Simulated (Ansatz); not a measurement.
BN (zinc blende)

```
CELL_PARAMETERS angstrom
      0.00000     1.81236     1.81236
      1.81236     0.00000     1.81236
      1.81236     1.81236     0.00000
ATOMIC_POSITIONS crystal
  N  0.75000 0.75000 0.75000
  B  0.00000 0.00000 0.00000
```

Scan: atom 1 (N, nearest neighbour B at 1.570 Å; its periodic images, 2.6 Å or more away, move with it) is displaced along Cartesian [111], direction (0.577, 0.577, 0.577) in Cartesian axes, by s. The other atoms stay.

Level of theory: PBE (plane waves to 420 eV, PAW, scalar-relativistic; Ansatz, a first-principles code). k mesh 13×13×13 (Γ-centred), Fermi-Dirac smearing 0.05 eV. Energies are smeared free energies. Left out: 1 of 11 points, with atoms too close for the PAW data. BN was relaxed with its symmetry unable to fall. The zero of ΔE is the undisplaced structure.

Successive frames, forces in eV/Å:

```json
[
 {"frame": "s = 0.094 Å", "ΔE (eV/cell)": "0.120", "F on N1": "(-1.566, -1.566, -1.566)", "F on B2": "(1.566, 1.566, 1.566)"},
 {"frame": "s = 0.000 Å", "ΔE (eV/cell)": "0.000", "F on N1": "(0.000, 0.000, 0.000)", "F on B2": "(0.000, 0.000, 0.000)"},
 {"frame": "s = -0.094 Å", "ΔE (eV/cell)": "0.090", "F on N1": "(1.009, 1.009, 1.009)", "F on B2": "(-1.009, -1.009, -1.009)"}
]
```

What are the energy and the forces in the next frame, s = -0.188 Å?

ΔE (eV/cell) = 0.301.

```csv
atom,Fx,Fy,Fz
N1,1.509,1.509,1.509
B2,-1.509,-1.509,-1.509
```

(A displaced cell: forces are minus the slopes of the energy, force constants its curvatures, and phonons follow from these.)
